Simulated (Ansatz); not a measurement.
# Relaxing a structure of Be

The start is a relaxed Be cell displaced along its unstable phonon at q = (½, 0, 0) of its primitive reciprocal cell (254i cm⁻¹), largest move 0.15 Å. Cell shape, volume and atoms are optimised at zero target pressure with r2SCAN (plane waves to 500 eV, PAW, scalar-relativistic; Ansatz, a first-principles code). First-step values are on the input's coarse k-mesh.

Ansatz input (later rounds restart from its end on a renewed k-mesh):
Ansatz 0.2 input:
```yaml
crystal:
  lattice:
    - [7.1372872809, 0, 0]
    - [-1.7843218202, 3.0905360497, 0]
    - [0, 0, 2.1971029188]
  atoms:
    - { symbol: Be, position: [0, 0, 0.0053646117] }
    - { symbol: Be, position: [0.5, 0, -0.0053646117] }
    - { symbol: Be, position: [0.1666666667, 0.6666666667, 0.5682717221] }
    - { symbol: Be, position: [0.6666666667, 0.6666666667, 0.4317282779] }
    - { symbol: Be, position: [0.3333333333, 0.3333333333, 0.4317282779] }
    - { symbol: Be, position: [0.8333333333, 0.3333333333, 0.5682717221] }
basis: { ecutwfc: 500, ecutrho_ratio: 4, xc_grid: 4, fft_grid_basis: typed }
kpoints: { mp_grid: { grid: [11, 11, 15] } }
hamiltonian:
  xc: r2scan
  dispersion: none
  pseudopotentials: { azcp: { folder: ./paw }, kind: paw }
scf: { occupations: { method: fermi_dirac, width: 0.05 } }
relax: { f_tol: 0.01, max_steps: 100, cell: { stress_tol: 0.02 } }
output: { forces: true, stress: true }
```

Question: By how much does the energy per atom fall from start to end?

Answer: 0.09 eV/atom.

Question: How does the volume per atom move from start to end?

Answer: -2.4 %, from 8.08 to 7.89 Å³/atom.

Question: How do the shortest distances between atoms change?

Answer: The closest pairs of elements (up to four, under 3.6 Å), start → end: Be–Be 2.06 → 2.23 Å.

Question: Is the relaxed structure metallic? Give its gap.

Answer: No gap (metallic).

Question: Write out the relaxed structure.

Answer: 
Space group Fm-3m (No. 225); a = b = c = 3.1596 Å, α = β = γ = 90.00°

```tsv
atom	site	symmetry	x	y	z
Be	4a	m-3m	0.0000	0.0000	0.0000
```
(The calculation used a cell of 1 atom; values per cell refer to that cell.)

Final values are on a 25×25×25 k-mesh of the relaxed cell. No spin polarisation in the result.

The run could not lose the symmetry of its start, so the end can be a saddle point.

The relaxed structure here is a generated cell of Be: the first start was made by placing the elements on the sites of a structure type, and the end was not matched to a known phase here, so it may be hypothetical. Known forms of Be include space group No. 194.
